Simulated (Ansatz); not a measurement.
The start is a relaxed Zr3Si cell, doubled along one cell vector, shaken by Gaussian noise of σ = 0.08 Å a coordinate. The cell and all atomic positions are relaxed at zero pressure with r2SCAN (plane waves to 500 eV, PAW, scalar-relativistic; Ansatz, a program for electronic structure). First-step values are on the input's coarse k-mesh.

Ansatz input (later rounds restart from its end on a renewed k-mesh):
Ansatz 0.2 input:
```yaml
crystal:
  lattice:
    - [4.3046875524, 0, 0]
    - [0, 8.6093751048, 0]
    - [0, 0, 4.3046875524]
  atoms:
    - { symbol: Si, position: [0.5175850966, 0.2534872304, 0.4875797178] }
    - { symbol: Si, position: [0.4972758889, 0.7506010655, 0.4955166861] }
    - { symbol: Zr, position: [0.0052496846, -0.001492951, 0.4802160694] }
    - { symbol: Zr, position: [-0.0039929009, 0.5184310939, 0.4765675711] }
    - { symbol: Zr, position: [0.515901512, -0.0273195504, 0.0301853847] }
    - { symbol: Zr, position: [0.494767535, 0.4948009855, -0.0108014213] }
    - { symbol: Zr, position: [-0.0185548094, 0.2318012213, 0.0069882072] }
    - { symbol: Zr, position: [0.0154795477, 0.7635742004, -0.0135553587] }
basis: { ecutwfc: 500, ecutrho_ratio: 4, xc_grid: 4, fft_grid_basis: typed }
kpoints: { mp_grid: { grid: [6, 3, 6] } }
hamiltonian:
  xc: r2scan
  dispersion: none
  pseudopotentials: { kind: paw }
scf: { occupations: { method: fermi_dirac, width: 0.05 } }
relax: { f_tol: 0.01, max_steps: 100, cell: { stress_tol: 0.02 } }
output: { forces: true, stress: true }
```

- Largest initial force = about 2.3 eV/Å, on Zr5 (atoms numbered as listed)
- Energy released = 0.10 eV/atom
- Relative to the parent = The parent structure is recovered, Pm-3m (No. 221)
- Optimiser moves = 7

Final values are on a 11×11×11 k-mesh of the relaxed cell. No spin polarisation in the result.

The relaxed structure here is a generated cell of Zr3Si: the first start was made by placing the elements on the sites of a structure type, and the end was not matched to a known phase here, so it may be hypothetical.
